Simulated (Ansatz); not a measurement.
**How the vibrations of ZrRh3 change with volume**

Computed with DFT LDA, scalar-relativistic, plane waves, PAW (Ansatz). Settings: 420 eV plane-wave cutoff, Γ-centred 12×12×12 mesh, Fermi-Dirac smearing of 0.15 eV. No spin polarisation. Phonons by linear response, acoustic sum rule imposed.

Relaxed structure:
```
Zr Rh
1.0
     3.87871    0.00000    0.00000
     0.00000    3.87871    0.00000
     0.00000    0.00000    3.87871
Zr Rh
1 3
Direct
  0.00000 0.00000 0.00000
  0.00000 0.50000 0.50000
  0.50000 0.00000 0.50000
  0.50000 0.50000 0.00000
```

In a metal, frequencies depend on the k mesh and the smearing, soft modes most.

Cells at 0.98 and 1.02 times the equilibrium volume were relaxed in shape and atoms; γ = −d ln ν / d ln V, modes matched by rank.

Question: Give the optical frequencies at Γ (cm⁻¹) at the three volumes and the mode Grüneisen parameters.

Answer:
```
0.98 V    V  1.02 V     γ  degeneracy
   168  160     152  2.47           3
   189  181     173  2.15           3
   234  222     210  2.67           3
```

Question: What pressures hold the two strained cells, and what bulk modulus follows?

Answer: 5.34 GPa at 0.98 V and -4.77 GPa at 1.02 V, so B = −dP/d ln V ≈ 253 GPa.